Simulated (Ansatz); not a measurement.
GaP (zinc blende, F-43m), plane-wave PAW PBEsol (Ansatz code). The conduction-band minimum lies on the Γ–X line, 86 % of the way from Γ, with 6 equivalent valleys. Second derivatives d²E/dk² of the lowest band at one valley (eV·Å²), along Cartesian directions:…

```json
[
 {"direction": "[100]", "d²E/dk²": "6.859"},
 {"direction": "[010]", "d²E/dk²": "33.94"},
 {"direction": "[001]", "d²E/dk²": "33.94"},
 {"direction": "[110]", "d²E/dk²": "20.40"},
 {"direction": "[101]", "d²E/dk²": "20.40"},
 {"direction": "[011]", "d²E/dk²": "33.80"}
]
```

Problem. Find the principal effective masses, the density-of-states mass and the conductivity mass.

Solution. Off-diagonal terms follow from H_xy = H[110] − (H_xx + H_yy)/2, and m*/mₑ = 7.620 eV·Å² over each eigenvalue: 0.22, 0.23, 1.1. One valley's DOS mass (m₁m₂m₃)^(1/3) = 0.38, conductivity mass 3/(Σ 1/mᵢ) = 0.31 mₑ.

Problem. What effective density of states Nc follows at 300 K for parabolic valleys?

Solution. Nc = 2.509e19 × 6 × (0.38)^(3/2) ≈ 3.5e19 cm⁻³.

Symmetry was held in the PBEsol relaxation. Scalar-relativistic: spin–orbit coupling is off unless named, which matters more the heavier the elements.

Potentials: the later of the program's two PAW sets.
